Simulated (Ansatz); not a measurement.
Suppose BiAs takes space group P-3m1 (No. 164), with Bi on 2c; As on 2d. Recipe of this trial structure of BiAs: sheets of the buckled-honeycomb type stacked in turn (elements of the layers in order: BiAs (buckled-honeycomb type), BiAs (buckled-honeycomb type)). A sheet's type names the database crystal that the layer was cut from.

Method: DFT PBE+D3(BJ), scalar-relativistic, plane waves, PAW in Ansatz 0.2.0. Cutoff 420 eV, Γ-centred mesh, Gaussian smearing, no spin polarisation.

Formation energies are uncorrected and refer to the elements' standard structures at the same level.

Q: Predict the relaxed structure.

A:

Space group P-3m1 (No. 164). a = 4.048 Å, b = 4.048 Å, c = 8.635 Å, α = 90.00°, β = 90.00°, γ = 120.00°
```json
{"atom": "Bi", "site": "2c", "symmetry": "3m.", "x": "0.0000", "y": "0.0000", "z": "0.7113"}
{"atom": "As", "site": "2d", "symmetry": "3m.", "x": "0.3333", "y": "0.6667", "z": "0.8889"}
```

Bi is surrounded by 3 As at 2.80 Å; around As lie 3 Bi at 2.80 Å and 3 As at 3.02 Å. Another local minimum with the same sites may exist.

Q: Where does its energy lie, and is it a metal?

A: The formation energy is +0.10 eV/atom. The gap on the 12×12×6 mesh of the 4-atom cell is 0 eV (a metal). The separate elements lie lower, so it is unstable against them.

The last run used Gaussian smearing of 0.10 eV. These runs have no spin–orbit coupling, which can matter for Bi. The zero gap may come from the functional, which often closes small gaps. A structure relaxed within its symmetry needn't be a true minimum. Another cell of BiAs relaxed alike, in R-3m, lies 67 meV/atom lower, so this cell isn't the stable form at this level.
